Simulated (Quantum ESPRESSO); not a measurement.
# GeSi6C: input and log of a self-consistent run

Computed values, not a measurement. The program is pw.x of Quantum ESPRESSO 7.5 (plane-wave density functional theory). The cell is made up: 8 atoms on a zincblende/diamond lattice, with randomly drawn elements, strain and displacements, not relaxed. PseudoDojo standard norm-conserving files (v0.5 for PBE, v0.4.1 for LDA and PBEsol) set the functional; there is no spin polarisation, spin-orbit coupling or dispersion term, and the masses in the input are unused placeholders.

Input:

```
&control calculation='scf', pseudo_dir='./dojo.nc.sr.pbe.v0_5.standard.upf', outdir='./o', disk_io='medium', tprnfor=.true., tstress=.true. /
&system ibrav=0, nat=8, ntyp=3, nbnd=31, ecutwfc=82.02448710, nosym=.true., tot_charge=0,
 occupations='smearing', smearing='fd', degauss=0.0073498644
/
&electrons conv_thr=7.350e-09, electron_maxstep=60, /
ATOMIC_SPECIES
C 1.0 C.upf
Ge 1.0 Ge.upf
Si 1.0 Si.upf
CELL_PARAMETERS angstrom
5.6941 0.024 -0.0457
0.024 5.6644 -0.0458
-0.0457 -0.0458 5.6172
ATOMIC_POSITIONS angstrom
Ge -0.0103 0.0131 0.0705
Si 0.0009 2.8779 2.7761
Si 2.829 -0.1915 2.9157
Si 2.7428 2.8861 -0.0389
Si 1.4199 1.3655 1.4437
Si 1.6079 4.1831 4.2296
C 4.3042 1.3478 4.1786
Si 4.3362 4.2983 1.4001
K_POINTS automatic
6 6 6 1 1 1
```

The log is shortened where brackets say so; the opening notice, blank lines, dates and the lines on written files are dropped, and the path of the files is cut. It prints rydbergs, bohrs and kilobars, and counts compression as positive stress.

```
     Program PWSCF v.7.5
     Parallel version (MPI & OpenMP), running on       1 processor cores
     Number of MPI processes:                 1
     Threads/MPI process:                     1
     [start-up lines left out]
     bravais-lattice index     =            0
     lattice parameter (alat)  =      10.7607  a.u.
     unit-cell volume          =    1222.4497 (a.u.)^3
     number of atoms/cell      =            8
     number of atomic types    =            3
     number of electrons       =        42.00
     number of Kohn-Sham states=           31
     kinetic-energy cutoff     =      82.0245  Ry
     charge density cutoff     =     328.0979  Ry
     scf convergence threshold =      7.3E-09
     mixing beta               =       0.7000
     number of iterations used =            8  plain     mixing
     Exchange-correlation= PBE
                           (   1   4   3   4   0   0   0)
     [axes and pseudopotential details left out]
   Cartesian axes
     site n.     atom                  positions (alat units)
         1        Ge     tau(   1) = (  -0.0018088   0.0023005   0.0123807  )
         2        Si     tau(   2) = (   0.0001581   0.5053971   0.4875197  )
         3        Si     tau(   3) = (   0.4968096  -0.0336299   0.5120353  )
         4        Si     tau(   4) = (   0.4816718   0.5068372  -0.0068314  )
         5        Si     tau(   5) = (   0.2493531   0.2397998   0.2535327  )
         6        Si     tau(   6) = (   0.2823684   0.7346074   0.7427734  )
         7        C      tau(   7) = (   0.7558742   0.2366914   0.7338172  )
         8        Si     tau(   8) = (   0.7614938   0.7548381   0.2458760  )
     number of k points=   108  Fermi-Dirac smearing, width (Ry)=  0.0073
     Number of k-points >= 100: set verbosity='high' to print them.
     Dense  grid:   122637 G-vectors     FFT dimensions: (  64,  64,  64)
     Estimated max dynamical RAM per process >     148.70 MB
     Initial potential from superposition of free atoms
     starting charge      41.9955, renormalised to      42.0000
     Starting wfcs are   37 randomized atomic wfcs
     total cpu time spent up to now is       48.4 secs
     per-process dynamical memory:   102.3 Mb
     Self-consistent Calculation
     iteration #  1     ecut=    82.02 Ry     beta= 0.70
     Davidson diagonalization with overlap
     ethr =  1.00E-02,  avg # of iterations =  3.1
     Threshold (ethr) on eigenvalues was too large:
     Diagonalizing with lowered threshold
     Davidson diagonalization with overlap
     ethr =  8.22E-04,  avg # of iterations =  1.8
     total cpu time spent up to now is      284.8 secs
     total energy              =    -240.92482954 Ry
     estimated scf accuracy    <       0.35275846 Ry
     iteration #  2     ecut=    82.02 Ry     beta= 0.70
     Davidson diagonalization with overlap
     ethr =  8.40E-04,  avg # of iterations =  5.6
     total cpu time spent up to now is      415.5 secs
     total energy              =    -240.84223566 Ry
     estimated scf accuracy    <       1.27379489 Ry
     iteration #  3     ecut=    82.02 Ry     beta= 0.70
     Davidson diagonalization with overlap
     ethr =  8.40E-04,  avg # of iterations =  3.1
     total cpu time spent up to now is      531.0 secs
     total energy              =    -241.04832901 Ry
     estimated scf accuracy    <       0.02839558 Ry
     iteration #  4     ecut=    82.02 Ry     beta= 0.70
     Davidson diagonalization with overlap
     ethr =  6.76E-05,  avg # of iterations =  5.9
     total cpu time spent up to now is      691.9 secs
     total energy              =    -241.05332823 Ry
     estimated scf accuracy    <       0.00571721 Ry
     iteration #  5     ecut=    82.02 Ry     beta= 0.70
     Davidson diagonalization with overlap
     ethr =  1.36E-05,  avg # of iterations =  5.3
     total cpu time spent up to now is      853.5 secs
     total energy              =    -241.05436908 Ry
     estimated scf accuracy    <       0.00110777 Ry
     iteration #  6     ecut=    82.02 Ry     beta= 0.70
     Davidson diagonalization with overlap
     ethr =  2.64E-06,  avg # of iterations =  4.3
     total cpu time spent up to now is      998.1 secs
     total energy              =    -241.05455316 Ry
     estimated scf accuracy    <       0.00007569 Ry
     iteration #  7     ecut=    82.02 Ry     beta= 0.70
     Davidson diagonalization with overlap
     ethr =  1.80E-07,  avg # of iterations =  2.2
     total cpu time spent up to now is     1141.4 secs
     total energy              =    -241.05456954 Ry
     estimated scf accuracy    <       0.00000424 Ry
     iteration #  8     ecut=    82.02 Ry     beta= 0.70
     Davidson diagonalization with overlap
     ethr =  1.01E-08,  avg # of iterations =  4.0
     total cpu time spent up to now is     1283.2 secs
     total energy              =    -241.05457084 Ry
     estimated scf accuracy    <       0.00000197 Ry
     iteration #  9     ecut=    82.02 Ry     beta= 0.70
     Davidson diagonalization with overlap
     ethr =  4.70E-09,  avg # of iterations =  2.0
     total cpu time spent up to now is     1388.2 secs
     total energy              =    -241.05457110 Ry
     estimated scf accuracy    <       0.00000011 Ry
     iteration # 10     ecut=    82.02 Ry     beta= 0.70
     Davidson diagonalization with overlap
     ethr =  2.59E-10,  avg # of iterations =  3.4
     total cpu time spent up to now is     1530.7 secs
     total energy              =    -241.05457113 Ry
     estimated scf accuracy    <       0.00000001 Ry
     iteration # 11     ecut=    82.02 Ry     beta= 0.70
     Davidson diagonalization with overlap
     ethr =  3.29E-11,  avg # of iterations =  2.1
     total cpu time spent up to now is     1629.6 secs
     End of self-consistent calculation
     Number of k-points >= 100: set verbosity='high' to print the bands.
     the Fermi energy is     4.9124 ev
!    total energy              =    -241.05457113 Ry
     estimated scf accuracy    <          2.8E-09 Ry
     smearing contrib. (-TS)   =      -0.00184359 Ry
     internal energy E=F+TS    =    -241.05272754 Ry
     The total energy is F=E-TS. E is the sum of the following terms:
     one-electron contribution =    -126.61465882 Ry
     hartree contribution      =      82.16351524 Ry
     xc contribution           =     -65.46548328 Ry
     ewald contribution        =    -131.13610069 Ry
     convergence has been achieved in  11 iterations
     Forces acting on atoms (cartesian axes, Ry/au):
     atom    1 type  2   force =    -0.01874167    0.03145060   -0.06443302
     atom    2 type  3   force =     0.00100052   -0.05897374    0.04976559
     atom    3 type  3   force =     0.06868382    0.11175654   -0.01897205
     atom    4 type  3   force =     0.10672433   -0.08962004    0.04725383
     atom    5 type  3   force =     0.01542068    0.01994972    0.01968179
     atom    6 type  3   force =    -0.11417388    0.01225978   -0.02077809
     atom    7 type  1   force =    -0.01866488    0.00099888    0.00187397
     atom    8 type  3   force =    -0.04024892   -0.02782175   -0.01439202
     Total force =     0.261274     Total SCF correction =     0.000090
     Computing stress (Cartesian axis) and pressure
          total   stress  (Ry/bohr**3)                   (kbar)     P=      -92.99
  -0.00069020  -0.00005002   0.00002979         -101.53       -7.36        4.38
  -0.00005002  -0.00064633  -0.00008156           -7.36      -95.08      -12.00
   0.00002979  -0.00008156  -0.00055980            4.38      -12.00      -82.35
     init_run     :     41.61s CPU     48.33s WALL (       1 calls)
     electrons    :   1513.12s CPU   1581.18s WALL (       1 calls)
     forces       :     15.56s CPU     15.80s WALL (       1 calls)
     stress       :     65.95s CPU     66.26s WALL (       1 calls)
     [timing details left out]
     PWSCF        :  27m17.07s CPU  28m35.11s WALL
     JOB DONE.
```

In other units: free energy -3279.715 eV for the cell, pressure -9.30 GPa, largest force component 2.936 eV/Å. A rerun of this cell at 1347 eV and a 8 x 8 x 8 mesh moved values by no more than 0.002 eV in energy, 0.03 GPa in stress and 0.011 eV/Å in force.